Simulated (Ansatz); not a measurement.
S:
```
CELL_PARAMETERS angstrom
      8.39164     0.00000     0.00000
      0.00000    13.43178     0.00000
     -5.09679     0.00000     8.06077
ATOMIC_POSITIONS crystal
  S  0.64528 0.65055 0.32038
  S  0.35472 0.34945 0.67962
  S  0.35472 0.65055 0.17962
  S  0.64528 0.34945 0.82038
  S  0.80676 0.42082 0.33837
  S  0.19324 0.57918 0.66163
  S  0.19324 0.42082 0.16163
  S  0.80676 0.57918 0.83837
  S  0.74347 0.55450 0.21531
  S  0.25653 0.44550 0.78469
  S  0.25653 0.55450 0.28469
  S  0.74347 0.44550 0.71531
  S  0.58549 0.32399 0.20339
  S  0.41451 0.67601 0.79661
  S  0.41451 0.32399 0.29661
  S  0.58549 0.67601 0.70339
  S  0.08297 0.20776 0.87749
  S  0.91703 0.79224 0.12251
  S  0.91703 0.20776 0.62251
  S  0.08297 0.79224 0.37749
  S  0.24684 0.97767 0.01295
  S  0.75316 0.02233 0.98705
  S  0.75316 0.97767 0.48705
  S  0.24684 0.02233 0.51295
  S  0.30590 0.11264 0.94892
  S  0.69410 0.88736 0.05108
  S  0.69410 0.11264 0.55108
  S  0.30590 0.88736 0.44892
  S  0.14513 0.88221 0.81454
  S  0.85487 0.11779 0.18546
  S  0.85487 0.88221 0.68546
  S  0.14513 0.11779 0.31454
```

Relaxed with r²SCAN. Special points in fractions of this cell's reciprocal vectors: Γ (0.000, 0.000, 0.000); Z (0.000, 0.500, 0.000); D (0.000, 0.500, 0.500); B (0.000, 0.000, 0.500); A (-0.500, 0.000, 0.500); E (-0.500, 0.500, 0.500); C2 (-0.500, 0.500, 0.000); Y2 (-0.500, 0.000, 0.000).

Q: List the band energies nearest the valence-band maximum at these points for the program Ansatz at the r²SCAN level (PAW).

A: In eV from the valence-band maximum; about four levels below and three above (degenerate sets whole), none deeper than 8.9 eV; points with the same levels are listed once.

```json
[
 {"k": "Γ", "below": "-0.64 -0.60 -0.20 -0.05", "above": "2.66 2.82 2.89"},
 {"k": "Z", "below": "-0.63 -0.56 -0.21 -0.06", "above": "2.81 2.82 2.88"},
 {"k": "D", "below": "-0.53 -0.53 -0.39 -0.39", "above": "2.64 2.64 2.88 2.88"},
 {"k": "B", "below": "-0.52 -0.52 -0.39 -0.39", "above": "2.63 2.63 2.89 2.89"},
 {"k": "A", "below": "-0.54 -0.54 -0.38 -0.38", "above": "2.77 2.77 2.89 2.89"},
 {"k": "E", "below": "-0.53 -0.53 -0.43 -0.43", "above": "2.73 2.73 3.01 3.01"},
 {"k": "C2", "below": "-0.57 -0.51 -0.10 0.00", "above": "2.62 2.80 2.87"},
 {"k": "Y2", "below": "-0.56 -0.51 -0.06 0.00", "above": "2.68 2.72 2.84"}
]
```

Space group P2/c. The first step of the workflow began from a Materials Project structure, measured or hypothetical; the Crystallography Open Database files this formula in space group No. 13, but the cells were not matched. It is not the phase usual at ambient conditions (space group No. 70). The r²SCAN relaxation kept the symmetry of its start; whether a distortion lowers the energy is not shown. A crystal of weakly bound molecules computed without a dispersion correction: the cell and the soft elastic constants depend strongly on that.

Potentials: the earlier of the program's two PAW sets.
